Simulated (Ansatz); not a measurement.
With plane-wave PAW PBEsol (Ansatz code), CoO in the NiAs type structure (P6_3/mmc) relaxes to a = 2.748 Å, c = 5.351 Å. Co has 6 nearest neighbours from 2.08 Å (octahedral); O has 6 nearest neighbours from 2.08 Å (trigonal prismatic). Its formation energy from the elements is -0.60 eV/atom, with no fitted shifts.

Electronic character: metallic (no gap). The magnetic state found is antiferromagnetic.

An equation-of-state fit gives a bulk modulus of 209 GPa.

The start of the workflow was typed in or built on a structure type; neither database checked (COD, Materials Project) lists it. It is not the phase usual at ambient conditions (space group No. 225). Symmetry was held in the PBEsol relaxation, as lowered by the spin order; its stability against distortions is not shown here. Magnetic state: antiferromagnetic, chosen from 5 collinear starts compared on coarse meshes (ties went to the first, and starts can fall back to one state), not a proven ground state. No Hubbard U is applied. The compound may be a true metal, but semilocal functionals without U, or a wrong spin order, can also close a gap. The references are the lowest solids computed at this level, not always the standard phases (solids in place of the gases).

Potentials: the later of the program's two PAW sets.
